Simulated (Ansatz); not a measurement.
Single point in Ansatz 0.2.0 with r2SCAN, no spin polarisation. Cutoff 500 eV, PAW datasets, 9×9×5 Γ-centred k mesh, fermi-dirac filling (width 0.0377 eV).

Computed maps in the lattice plane spanned by b (left to right, 4.18 Å, 13 points from zero) and c (bottom to top, 6.82 Å, 21 points from zero), 90° apart, at height 0.333 along a. The fields are smooth PAW ones with compensation charges, not the true ones near nuclei.

Valence density. Digits on a logarithmic scale: 0 up to 0.03 e/Å³, each further digit a factor of 1.6, 9 from 1.3 e/Å³ up:
```
3322222234454
3332222334444
4433333344444
5444444445555
5555445555555
5554335555565
5553224555555
5543223555444
4554334544444
4455555544333
4456665544333
4567776554434
5579998654444
5699999865444
5799999965445
5799999865444
5689999754444
4567887544333
3445665443343
3334444334444
3333333334554
```

The cell is SrAl₂Re₂. Which atoms lie within 0.2 Å of this plane, and where (fractions of b and c)?

Re at (0.33, 0.27), Al at (0.33, 0.64). The whole cell:
```
Re Al Sr
1.0
     2.08810    3.61669    0.00000
    -2.08810    3.61669    0.00000
     0.00000    0.00000    6.81583
Re Al Sr
2 2 1
Direct
  0.33330 0.33340 0.27192
  0.66670 0.66660 0.72808
  0.33330 0.33340 0.63870
  0.66670 0.66660 0.36130
  0.00000 0.00000 0.00000
```

Origin: a known structure type with other elements, at an estimated volume, so it need not be a known compound. Caveats: many states at the Fermi level without spin polarisation, so a magnetic state may lie lower.
